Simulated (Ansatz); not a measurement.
# GeSb4Te4: rigid cleavage

The calculation used DFT PBE, scalar-relativistic, plane waves, PAW in Ansatz. The runs took a 420 eV cutoff, a Γ-centred 9×9×2 mesh and Gaussian smearing (0.03 eV). Spin–orbit coupling is left out, which matters for the heavy elements here. No spin polarisation. Energies are free energies at this smearing, counted from the undisturbed cell; pressure is positive in compression.

The starting cell (relaxed at this level; it needn't be the usual structure):

```
Ge Sb Te
1.0
    -4.32998    0.00000    0.00000
    -2.16499   -3.74988    0.00000
     0.00000    0.00000   17.64861
Ge Sb Te
1 4 4
Direct
  0.00000 0.00000 0.38095
  0.33333 0.33333 0.92505
  0.66667 0.66667 0.83685
  0.66667 0.66667 0.17172
  0.33333 0.33333 0.59018
  0.33333 0.33333 0.28547
  0.66667 0.66667 0.47643
  0.00000 0.00000 0.07492
  0.00000 0.00000 0.68698
```

The cut lies on the cell's a–b face, a (0 0 1) plane (indices in the standard cell, whose axes needn't be the Cartesian ones shown) of area 16.24 Å², between layers 2.64 Å apart. Vector c is lengthened by d along the normal with the atoms' Cartesian places fixed: one unrelaxed cut a cell.

| d (Å) | energy (J/m²) | traction dE/dd (GPa) | gap on the mesh (eV) |
| --- | --- | --- | --- |
| -0.30 | 0.03 | -2.1 | 0.09 |
| -0.15 | 0.01 | -0.8 | 0.12 |
| 0.00 | 0.00 | 0.0 | 0.13 |
| 0.25 | 0.01 | 0.6 | 0.14 |
| 0.50 | 0.03 | 0.8 | 0.16 |
| 0.75 | 0.05 | 0.7 | 0.18 |
| 1.00 | 0.06 | 0.6 | 0.09 |
| 1.50 | 0.09 | 0.3 | 0.07 |
| 2.00 | 0.10 | 0.2 | 0.17 |
| 3.00 | 0.11 | 0.1 | 0.25 |
| 4.50 | 0.12 | 0.0 | 0.29 |
| 6.00 | 0.12 | 0.0 | 0.30 |

Cost: 12 runs of about 4.4 core-minutes in all, on AMD EPYC 9R45 (Zen 5) (shared hosts).